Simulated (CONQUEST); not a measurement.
Band structure of Al (Fm-3m, 4 atoms in the cell; from Materials Project mp-134).

```
CELL_PARAMETERS angstrom
      4.03893     0.00000     0.00000
      0.00000     4.03893     0.00000
      0.00000     0.00000     4.03893
ATOMIC_POSITIONS crystal
  Al 0.00000 0.00000 0.00000
  Al 0.00000 0.50000 0.50000
  Al 0.50000 0.00000 0.50000
  Al 0.50000 0.50000 0.00000
```

Level of theory: PBE, numerical atomic orbitals double-zeta with polarisation (the shipped basis), PseudoDojo norm-conserving potentials made for PBE (CONQUEST).

Settings: basis = DZP; Diag.MPMeshX, Y, Z = 5 5 5; potentials = PseudoDojo norm-conserving PBE; Grid.GridCutoff = 88 Ha; DM.SolutionMethod = diagon; Diag.kT = 0.004998 Ha; Diag.GammaCentred = true; minE.SCTolerance = 1.0e-06; SC.MaxIters = 100; SC.LinearMixingFactor = 0.3; SC.KerkerPreCondition = true; SC.KerkerFactor = 0.1 1/bohr; AtomMove.TypeOfRun = static.

The program uses no crystal symmetry, so grid and mesh can part values that symmetry would make equal. The atom-centred basis is finite, which shifts total energies and pressures against plane waves. The structure comes from a collection of computed structures, made at another level of theory; the collection holds predicted forms beside known ones. No clean gap shows at this smearing width and mesh (spacing up to 0.31 Å⁻¹); the mesh is coarse for partly filled bands, so the values carry mesh errors.

Points are given in units of this cell's reciprocal vectors. Levels in eV from the Fermi level, bands 3 to 8:
```tsv
point	3	4	5	6	7	8
Γ (0 0 0)	-3.02	-3.02	-1.65	-1.65	-1.65	5.16
X (0 0.5 0)	-0.94	-0.94	-0.94	-0.94	0.07	0.07
M (0.5 0.5 0)	-6.75	-6.75	1.15	1.15	1.15	1.15
R (0.5 0.5 0.5)	-4.71	-4.71	-4.35	-4.35	-4.35	-4.35
```

4 bands cross the Fermi level along this path, so the cell has no gap at this level.

The Fermi level comes from the SCF mesh, which can miss band crossings, so its place against them is uncertain.

Higher empty bands are left out: an atom-centred basis made for the valence describes them poorly.

The labels belong to the zone of the cell as typed, which is larger than the primitive one, so the bands are folded: a gap that looks direct here can be indirect in the primitive zone.
